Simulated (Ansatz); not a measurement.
## Fields on a plane of BAs (zinc blende)

```xyz
2
Lattice="0.0000 2.3839 2.3839 2.3839 0.0000 2.3839 2.3839 2.3839 0.0000" Properties=species:S:1:pos:R:3 pbc="T T T"
As     1.1920     1.1920     1.1920
B      0.0000     0.0000     0.0000
```

The slice is a {100} plane (indices of the conventional cell) through the point (0.250, 0.250, 0.250) (fractional), spanned by u = [100] and v = [0 1 -1] in vectors of this cell: u (3.37 Å) and v (3.37 Å, at 90° to u). It covers one period; positions are fractions (u, v).

Atoms on it: As at (0.00, 0.00).

These are PBEsol (plane waves to 420 eV, PAW, scalar-relativistic; Ansatz, a program for electronic structure) values and carry that method's errors. k mesh 12×12×12. These are valence fields of a PAW run, semicore shells included where kept as valence: close to a nucleus they are smooth pseudo fields. BAs was relaxed with its symmetry unable to fall.

```
|xxx589998666899985xx|
|xx47899975557999874x|
|55788887644467888875|
|88888876432346788888|
|99988754211124578899|
|99987542110112457899|
|99976421000001246799|
|88764210000000124678|
|76543110000000113456|
|66542100000000012456|
|76543110000000113456|
|88764210000000124678|
|99976421000001246799|
|99987542110112457899|
|99988754211124578899|
|88888876432346788888|
|55788887644467888875|
|xx47899975557999874x|
|xxx589998666899985xx|
|xxx589998767899985xx|
```
Scale: ten equal steps from 0.01 (start of '0') to 0.66 (end of '9'), in the order '0123456789'. Values: electron localisation function (ELF). The map has 20 points along u (one character each, u = 0 at the left) and 20 along v (v = 0 in the bottom row). Points within 0.4 Å of a nucleus are blanked (x), as the pseudised field means little there.

```
|  ..--##@@@@%%**++======++**%%@@@@##--..|
|----++%%@@%%##++==------==++##%%@@%%++--|
|**##%%%%%%##**==--::::::--==**##%%%%%%##|
|@@@@@@%%##**==--::::::::::--==**##%%@@@@|
|@@@@%%##**==--::..........::--==**##%%@@|
|%%%%##**==--::....      ....::--==**##%%|
|****++==--::....          ....::--==++**|
|++++==--::....              ....::--==++|
|====--::::..                  ..::::--==|
|====--::::..                  ..::::--==|
|====--::::..                  ..::::--==|
|++++==--::....              ....::--==++|
|****++==--::....          ....::--==++**|
|%%%%##**==--::....      ....::--==**##%%|
|@@@@%%##**==--::..........::--==**##%%@@|
|@@@@@@%%##**==--::::::::::--==**##%%@@@@|
|**##%%%%%%##**==--::::::--==**##%%%%%%##|
|----++%%@@%%##++==------==++##%%@@%%++--|
|  ..--##@@@@%%**++======++**%%@@@@##--..|
|    --**@@@@%%**++======++**%%@@@@**--  |
```
Scale: ten equal steps from 0.003 (start of ' ') to 0.135 (end of '@'), in the order ' .:-=+*#%@'. Values: density of the highest valence band (whole band, smooth part) in e/Å³. The map has 20 points along u (two characters each, u = 0 at the left) and 20 along v (v = 0 in the bottom row).
